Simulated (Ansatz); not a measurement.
Here is the system:

GaN:
```
CELL_PARAMETERS angstrom
      0.00000     2.10844     2.10844
      2.10844     0.00000     2.10844
      2.10844     2.10844     0.00000
ATOMIC_POSITIONS crystal
  N  0.00000 0.00000 0.00000
  Ga 0.50000 0.50000 0.50000
```

This is the r²SCAN-relaxed structure.

Q: All from DFT-r²SCAN in the program Ansatz with PAW potentials, unless another level is named. Give the zero-point energy.

A: 62.0 meV/atom.

Q: Next, the Hill bulk and shear moduli?

A: 244 and 163 GPa.

Q: Give the highest zone-centre frequency (without LO–TO term).

A: 251 cm⁻¹.

Space group Fm-3m (rock salt). This is a known high-pressure phase of the composition, computed here at zero pressure and temperature. The cell was relaxed with r²SCAN under the symmetry of its start; phonons on a q-mesh show no instability.

Potentials: the later of the program's two PAW sets.
